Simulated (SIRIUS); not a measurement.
Band structure of a model cell of BiB (Pm-3m, 2 atoms in the cell; prototype structure).

```
BiB
1.0
    3.38350     0.00000     0.00000
    0.00000     3.38350     0.00000
    0.00000     0.00000     3.38350
B Bi
1 1
Direct
  0.00000   0.00000   0.00000
  0.50000   0.50000   0.50000
```

Method: PBE, GBRV PBE ultrasoft pseudopotentials (plane waves; SIRIUS).

Settings: parameters.ngridk = 8 8 8; parameters.xc_functionals = [XC_GGA_X_PBE, XC_GGA_C_PBE]; parameters.gk_cutoff = 6.325 1/bohr; parameters.pw_cutoff = 14.143 1/bohr; parameters.smearing = cold; parameters.smearing_width = 0.00367493 Ha; potentials = GBRV PBE ultrasoft pseudopotentials; parameters.electronic_structure_method = pseudopotential; parameters.num_bands = 15; parameters.num_mag_dims = 0; parameters.num_dft_iter = 100; parameters.energy_tol = 1e-07 Ha; parameters.density_tol = 1e-06; mixer.type = anderson.

The starting geometry comes from a prototype or from typed values, not from a relaxation at this level; it need not be a known phase. Spin-orbit coupling is left out, which matters for bands and gaps with elements this heavy. No clean gap shows at this smearing width and mesh (spacing up to 0.23 Å⁻¹); the mesh is coarse for partly filled bands, so the values carry mesh errors. Semi-local functionals can close small gaps.

Points are given in units of this cell's reciprocal vectors. Levels in eV from the Fermi level, bands 6 to 13:
```json
[
 {"point": "Γ (0 0 0)", "6": "-13.93", "7": "-2.74", "8": "-0.69", "9": "-0.69", "10": "-0.69", "11": "5.67", "12": "5.67", "13": "7.45"},
 {"point": "X (0 0.5 0)", "6": "-11.89", "7": "-8.37", "8": "1.72", "9": "1.95", "10": "1.95", "11": "2.17", "12": "3.28", "13": "3.28"},
 {"point": "M (0.5 0.5 0)", "6": "-10.06", "7": "-5.27", "8": "-5.22", "9": "-5.22", "10": "2.36", "11": "5.19", "12": "5.20", "13": "5.20"},
 {"point": "R (0.5 0.5 0.5)", "6": "-8.48", "7": "-4.10", "8": "-2.20", "9": "-2.20", "10": "-2.20", "11": "-1.15", "12": "-1.15", "13": "-1.15"}
]
```

6 bands cross the Fermi level along this path, so the cell has no gap at this level.
